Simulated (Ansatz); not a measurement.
Response of Ti to small distortions

```yaml
crystal:
  lattice:
    - [2.95000, 0.00000, 0.00000]
    - [-1.47500, 2.55477, 0.00000]
    - [0.00000, 0.00000, 4.68600]
  atoms:
    - { symbol: Ti, position: [0.33333, 0.66667, 0.25000] }
    - { symbol: Ti, position: [0.66667, 0.33333, 0.75000] }
```

Atoms are numbered in the order listed.

The geometry is COD entry 9008517, unchecked; take it as a test cell.

The calculation used DFT, PBEsol, all-electron LAPW, scalar-relativistic in Ansatz 0.2.0.

Sampling and basis: a Γ-centred 13×13×7 k mesh, Fermi–Dirac smearing of 0.08 eV, basis error target 0.5 meV/atom, no spin polarisation.

The unchanged cell is at -5.81 GPa.

In a metal, stresses and small energies carry noise from the k mesh.

x, y and z are the Cartesian axes of the cell as listed; fractional coordinates follow a strain, and an engineering shear is twice the off-diagonal strain component.

Q: With this change (equal xy, yz and zx engineering shear strains of -3 %), what becomes of the energy and stress and forces?

A: Energy change +7 meV/atom; stress change (xx, yy, zz, yz, xz, xy) 0.07, 0.10, 0.05, 1.22, 1.24, 1.86 GPa, compression positive; change of the force on Ti2 (-0.078, -0.003, -0.015) eV/Å.

Q: With this change (equal xy, yz and zx engineering shear strains of -1 %), what becomes of the energy and stress and forces?

A: Energy change under 1 meV/atom; stress change (xx, yy, zz, yz, xz, xy) 0.01, 0.01, 0.00, 0.40, 0.40, 0.61 GPa, compression positive; change of the force on Ti2 (-0.026, 0.000, -0.002) eV/Å.

Q: With this change (equal xy, yz and zx engineering shear strains of +2 %), what becomes of the energy and stress and forces?

A: Energy change +3 meV/atom; stress change (xx, yy, zz, yz, xz, xy) 0.03, 0.06, 0.01, -0.73, -0.74, -1.15 GPa, compression positive; change of the force on Ti1 (-0.050, 0.001, 0.006) eV/Å.

Q: With this change (equal xy, yz and zx engineering shear strains of -2 %), what becomes of the energy and stress and forces?

A: Energy change +3 meV/atom; stress change (xx, yy, zz, yz, xz, xy) 0.03, 0.05, 0.02, 0.81, 0.81, 1.23 GPa, compression positive; change of the force on Ti2 (-0.052, -0.001, -0.006) eV/Å.

Q: With this change (equal xy, yz and zx engineering shear strains of +1 %), what becomes of the energy and stress and forces?

A: Energy change under 1 meV/atom; stress change (xx, yy, zz, yz, xz, xy) 0.01, 0.01, 0.00, -0.38, -0.38, -0.59 GPa, compression positive; change of the force on Ti1 (-0.026, 0.000, 0.002) eV/Å.

Q: With this change (equal xy, yz and zx engineering shear strains of +3 %), what becomes of the energy and stress and forces?

A: Energy change +6 meV/atom; stress change (xx, yy, zz, yz, xz, xy) 0.06, 0.13, 0.03, -1.06, -1.07, -1.67 GPa, compression positive; change of the force on Ti1 (-0.072, 0.003, 0.012) eV/Å.
